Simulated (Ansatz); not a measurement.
Data:

W:
```yaml
crystal:
  lattice:
    - [-1.57727, 1.57727, 1.57727]
    - [1.57727, -1.57727, 1.57727]
    - [1.57727, 1.57727, -1.57727]
  atoms:
    - { symbol: W, position: [0.00000, 0.00000, 0.00000] }
```

This is the PBEsol-relaxed structure.

Question: All from DFT-PBEsol in the program Ansatz with PAW potentials, unless another level is named. Estimate the Poisson's ratio.

Answer: 0.29.

Question: Give the elastic constants (relaxed ions, GPa).

Answer: C11 = 548, C12 = 211, C44 = 150.

Space group Im-3m (bcc (W type)). The cell was relaxed with PBEsol under the symmetry of its start. The run is not spin-polarised. As this level gives no gap, shear constants depend on the k-mesh and smearing (Fermi–Dirac, 0.1 eV here). Scalar-relativistic: spin–orbit coupling is off unless named, which matters more the heavier the elements.

Potentials: the earlier of the program's two PAW sets.
